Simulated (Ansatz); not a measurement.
Cu Kα1 powder pattern (kinematic, no thermal factors).
| 2θ (°) | relative intensity |
| --- | --- |
| 18.44 | 12 |
| 23.72 | 5 |
| 30.21 | 100 |
| 33.79 | 26 |
| 37.38 | 9 |
| 38.77 | 3 |
| 44.75 | 4 |
| 48.54 | 18 |
| 51.27 | 28 |
| 52.35 | 2 |
| 58.24 | 30 |
| 62.82 | 8 |
| 63.04 | 10 |
| 68.14 | 2 |
| 68.35 | 3 |
| 71.08 | 5 |
| 79.14 | 6 |
| 79.72 | 1 |
| 81.06 | 4 |
| 83.17 | 4 |
| 83.37 | 9 |
| 84.61 | 2 |
| 89.46 | 3 |

The pattern is computed from a structure relaxed with Ansatz, DFT PBE, scalar-relativistic, plane waves, PAW. No spin polarisation. Its elements are Ge, O, Sn.

Task: Give the structure.

Result: SnGeO2.
Space group P4mm (No. 99). a = 3.748 Å, b = 3.748 Å, c = 4.807 Å, α = 90.00°, β = 90.00°, γ = 90.00°
```json
{"atom": "Sn", "site": "1b", "symmetry": "4mm", "x": "0.5000", "y": "0.5000", "z": "0.2405"}
{"atom": "Ge", "site": "1a", "symmetry": "4mm", "x": "0.0000", "y": "0.0000", "z": "0.7829"}
{"atom": "O", "site": "2c", "symmetry": "2mm.", "x": "0.0000", "y": "0.5000", "z": "0.9883"}
```

A pattern alone doesn't exclude other cells with like lines; this is the one computed.

The structure comes from a generated guess; another structure or a mixture of phases may lie lower. No dispersion correction is applied, so the spacing between layers, chains or molecules is poorly fixed.
